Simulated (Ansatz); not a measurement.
SnSe2:
```cif
data_Se2Sn
_chemical_formula_sum 'Sn1 Se2'
_space_group_name_H-M_alt 'P 1'
_space_group_IT_number 1
_cell_length_a 3.84092
_cell_length_b 3.84092
_cell_length_c 6.52735
_cell_angle_alpha 90.000
_cell_angle_beta 90.000
_cell_angle_gamma 120.000
loop_
_space_group_symop_operation_xyz
  'x, y, z'
loop_
_atom_site_label
_atom_site_type_symbol
_atom_site_fract_x
_atom_site_fract_y
_atom_site_fract_z
_atom_site_occupancy
Sn1 Sn 0.00000 0.00000 0.00000 1
Se1 Se 0.66667 0.33333 0.75891 1
Se2 Se 0.33333 0.66667 0.24109 1
```

Relaxed with r²SCAN.

Problem. Which orbitals make up the states near the band edges in r²SCAN in the plane-wave PAW code Ansatz?

Solution. Top 1 eV of the valence band: Se 4p 95 %. Bottom 1 eV of the conduction band: Se 4p 59 %, Sn 5s 34 %. Projections are on Löwdin-orthogonalised atomic valence shells; empty p or d shells of many metals are not among them.

Problem. Tabulate the density of states.

Solution. States/eV per cell of 3 atoms, in 0.25 eV bins, energy from the valence-band maximum.

```tsv
E (eV)	total	Se 4p	Sn 5p	Sn 5s
-7.85	0.00	0.00	0.00	0.00
-7.60	0.00	0.00	0.00	0.00
-7.35	0.08	0.03	0.00	0.05
-7.10	2.37	0.86	0.00	1.37
-6.85	1.29	0.46	0.00	0.70
-6.60	0.93	0.32	0.00	0.48
-6.35	0.80	0.27	0.00	0.39
-6.10	0.83	0.29	0.00	0.36
-5.85	1.05	0.41	0.00	0.39
-5.60	0.50	0.19	0.00	0.18
-5.35	0.15	0.06	0.00	0.05
-5.10	0.00	0.00	0.00	0.00
-4.85	0.00	0.00	0.00	0.00
-4.60	0.24	0.15	0.08	0.00
-4.35	1.29	0.79	0.44	0.00
-4.10	1.96	1.23	0.63	0.00
-3.85	1.46	0.94	0.45	0.00
-3.60	1.18	0.78	0.33	0.01
-3.35	1.38	0.92	0.37	0.01
-3.10	1.72	1.17	0.45	0.02
-2.85	1.95	1.38	0.48	0.02
-2.60	2.77	2.02	0.62	0.02
-2.35	2.75	2.01	0.62	0.02
-2.10	2.15	1.61	0.43	0.02
-1.85	1.52	1.19	0.27	0.01
-1.60	1.28	1.03	0.20	0.01
-1.35	1.76	1.54	0.16	0.01
-1.10	2.58	2.33	0.17	0.01
-0.85	3.72	3.45	0.16	0.02
-0.60	3.88	3.70	0.09	0.01
-0.35	4.69	4.55	0.04	0.01
-0.10	1.72	1.69	0.01	0.00
0.15	0.00	0.00	0.00	0.00
0.40	0.00	0.00	0.00	0.00
0.65	0.00	0.00	0.00	0.00
0.90	0.00	0.00	0.00	0.00
1.15	0.30	0.17	0.00	0.11
1.40	0.76	0.44	0.02	0.26
1.65	0.94	0.55	0.03	0.32
1.90	1.67	1.00	0.04	0.55
2.15	1.78	1.06	0.05	0.60
2.40	1.74	1.02	0.06	0.59
2.65	0.81	0.46	0.03	0.29
2.90	0.00	0.00	0.00	0.00
3.15	0.00	0.00	0.00	0.00
3.40	0.00	0.00	0.00	0.00
3.65	0.04	0.00	0.03	0.00
3.90	0.15	0.01	0.10	0.00
4.15	0.25	0.03	0.16	0.00
4.40	0.58	0.09	0.38	0.00
4.65	1.44	0.28	0.84	0.01
4.90	2.37	0.52	1.41	0.01
5.15	2.51	0.60	1.48	0.01
5.40	1.88	0.48	1.10	0.00
5.65	2.30	0.61	1.24	0.00
```

Space group P-3m1 (CdI2 type). The cell was relaxed with r²SCAN under the symmetry of its start. A crystal of weakly bound layers computed without a dispersion correction: the cell and the soft elastic constants depend strongly on that. Spin–orbit coupling is left out wherever it is not named.

Potentials: the later of the program's two PAW sets.
